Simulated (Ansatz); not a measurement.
Ansatz (a program for electronic structure) input:

Ansatz 0.2 input:
```yaml
crystal:
  lattice:
    - [0.0, 2.6941352548, 2.6941352548]
    - [2.6941352548, 0.0, 2.6941352548]
    - [2.6941352548, 2.6941352548, 0.0]
  atoms:
    - { symbol: Si, position: [0.25, 0.25, 0.25] }
    - { symbol: Si, position: [0.75, 0.75, 0.75] }
    - { symbol: Ni, position: [0.0, 0.0, 0.0] }
kpoints:
  mp_grid: { grid: [13, 13, 13] }
hamiltonian:
  xc: pbesol
  pseudopotentials: { azcp: { folder: ./paw }, kind: paw }
scf:
  occupations: { method: fermi_dirac, width: 0.1 }
phonons:
  method: dfpt
  response_accuracy: low
  eigenvectors: true
  rigid_motions: translations
```

Output (shortened):

```
Pseudopotential: Si, paw, valence charge 4
Pseudopotential: Ni, paw, valence charge 18
Functional definition: PBEsol
Crystal: 3 atoms, lattice volume = 39.110 Å³
Basis set: ecut = 420 eV, 749 PW (Γ), exchange–correlation on 54×54×54 points (8 copies of the dense FFT grid, shifted against one another)
Bands: 17, of which v1, the nominal top of the filled ones, is band 13 counted from 1 (12 counted from 0)
Symmetry: 48 space group operations
k-points: 196 of 2197 (irreducible under 8 space group operations, time reversal used)
SCF iter   1: F=—  HF=-7050.199332 eV  |F-HF|=—  |Δ(HF+E_count)|=         —  Δρ=8.44e-2  dr2=3.73e0  ethr=3.10e-3  ⟨swp⟩=5.5  Hψ=17259  notcnv=0
preconditioner: auto → Kerker (q_TF=auto, 2.549 Å⁻¹)
SCF iter   2: F=—  HF=-7049.688472 eV  |F-HF|=—  |Δ(HF+E_count)|=   5.11e-1  Δρ=3.93e-2  dr2=1.08e0  ethr=3.10e-3  ⟨swp⟩=2.2  Hψ=5820  notcnv=0
SCF iter   3: F=—  HF=-7049.374551 eV  |F-HF|=—  |Δ(HF+E_count)|=   3.14e-1  Δρ=2.33e-2  dr2=2.27e-1  ethr=3.10e-3  ⟨swp⟩=2.8  Hψ=6302  notcnv=0
SCF iter   4: F=—  HF=-7049.339893 eV  |F-HF|=—  |Δ(HF+E_count)|=   3.47e-2  Δρ=9.64e-3  dr2=2.72e-2  ethr=8.72e-4  ⟨swp⟩=2.1  Hψ=5558  notcnv=0
SCF iter   5: F=—  HF=-7049.339582 eV  |F-HF|=—  |Δ(HF+E_count)|=   3.11e-4  Δρ=4.65e-3  dr2=7.79e-3  ethr=1.05e-4  ⟨swp⟩=2.1  Hψ=4818  notcnv=0
SCF iter   6: F=—  HF=-7049.339166 eV  |F-HF|=—  |Δ(HF+E_count)|=   4.17e-4  Δρ=2.29e-3  dr2=1.98e-3  ethr=3.00e-5  ⟨swp⟩=1.0  Hψ=3332  notcnv=0
SCF iter   7: F=—  HF=-7049.338988 eV  |F-HF|=—  |Δ(HF+E_count)|=   1.78e-4  Δρ=3.23e-4  dr2=4.55e-5  ethr=7.63e-6  ⟨swp⟩=1.0  Hψ=3361  notcnv=0
SCF iter   8: F=—  HF=-7049.338995 eV  |F-HF|=—  |Δ(HF+E_count)|=   6.68e-6  Δρ=2.74e-5  dr2=3.67e-7  ethr=1.75e-7  ⟨swp⟩=2.4  Hψ=4773  notcnv=0
SCF iter  11: F=-7049.339005 eV  HF=-7049.339005 eV  |F-HF|=2.73e-12  |Δ(HF+E_count)|=  2.73e-12  Δρ=1.48e-7  dr2=7.46e-12  ethr=1.00e-12  ⟨swp⟩=6.0  Hψ=15697  notcnv=0
SCF 1 converged in 11 iterations: F = -7049.339005 eV  dr2 = 7.46e-12
DFPT response loops at Γ: preconditioner auto → Kerker (q_TF=auto, 2.549 Å⁻¹) (partly filled bands, converged f_vac=0.000) …
SCF converged after 11 iterations
Free energy (F): -7049.339005 eV
Harris-Foulkes:  -7049.339005 eV  (|F-HF|=2.73e-12)
Internal energy: -7049.308459 eV  (E = F + TS)
E sigma→0 (E₀):  -7049.323732 eV
Entropy (-TS):   -0.030546 eV (-10.182 meV/atom)
Fermi energy:    13.288791 eV
--- Per-component energies (eV) ---
  E_band       = -344.139895
  E_kinetic    = 430.124492
  E_local      = -4193.622265  (includes V_loc(G=0)·N_el)
  E_nonlocal   = -75.399845
  E_hartree    = 2168.288183
  E_xc         = -228.576691
  E_vxc        = -247.138098  (∫ρ·V_xc dr)
  E_paw        = -2614.217210  (= ΣΔE_a)
  E_vpaw       = -594.681685  (= ΣTr[D̂ρ^β])
  E_aug_tail   = 0.000919  (compensation charges beyond the density's cutoff)
  E_ewald      = -2536.166453
  E_core_change = 0.260411  (= ΣΔE_core)
  E_smearing   = -0.030546  (= −TS)
  E_closure    = 0.000000  (closes the sum)
  Σ components = -7049.339005   (vs F -7049.339005, Δ=0.00e0)
  [band-id]    e_kinetic+e_local+e_nonlocal+2·e_hartree+e_vxc+e_vpaw+e_augmentation_tail = -344.140116   (vs E_band -344.139895, Δ=-2.21e-4)
--- Band table (eV; the first three rows and the last of 196) ---
  k-point 0: bands = ["-91.0853", "-51.6321", "-51.6321", "-51.6321", "-0.6858", "7.9880", "7.9880", "7.9880", "9.7089", "9.7089", "13.0710", "15.0212", "15.0212", "15.0212", "15.4897", "15.4897", "15.4897"]
  k-point 1: bands = ["-91.0853", "-51.6321", "-51.6321", "-51.6321", "-0.5972", "7.8116", "8.0165", "8.0165", "9.6915", "9.6915", "12.9279", "14.0720", "14.5267", "14.5267", "15.9986", "15.9986", "16.6654"]
  k-point 2: bands = ["-91.0853", "-51.6323", "-51.6321", "-51.6321", "-0.3329", "7.3104", "8.0954", "8.0954", "9.6522", "9.6522", "12.0145", "13.8970", "13.8970", "13.9778", "16.2647", "16.2647", "17.3088"]
  k-point 195: bands = ["-91.0852", "-51.6330", "-51.6329", "-51.6325", "3.9772", "4.4667", "6.2561", "6.5464", "9.3762", "9.4909", "9.6887", "10.0749", "10.8250", "15.1782", "15.7960", "17.6784", "18.9119"]
--- Phonons (Γ-DFPT): 2 representative perturbations + reference, on 196 of 2197 k-points (Σ response iterations 6) ---
  ASR residual: 9.729e-5 → 0.000e0 eV/Å²; symmetrization residual: 2.128e-5 eV/Å²
  ASR residual per site (eV/Å²): 4.33e-5 4.33e-5 9.73e-5
  Γ frequencies (cm⁻¹): 0.00 0.00 0.00 310.10 310.10 310.10 328.61 328.61 328.61
  non-analytic LO–TO correction: not included (Born effective charges unavailable; polar crystals: no LO–TO splitting at Γ)
```

Cost: around 30 core-seconds (rough) on shared cores.

Space group Fm-3m (fluorite or antifluorite type). The PBEsol relaxation kept the symmetry of its start. The run is not spin-polarised. As this level gives no gap, phonon frequencies hold no LO–TO term and depend on the k-mesh and smearing (Fermi–Dirac, 0.1 eV here).

Potentials: the earlier of the program's two PAW sets. The files were generated under PBE; for other functionals the program regenerates the frozen cores, and for LDA and PBEsol the local potential too.

Ansatz is a plane-wave DFT program.
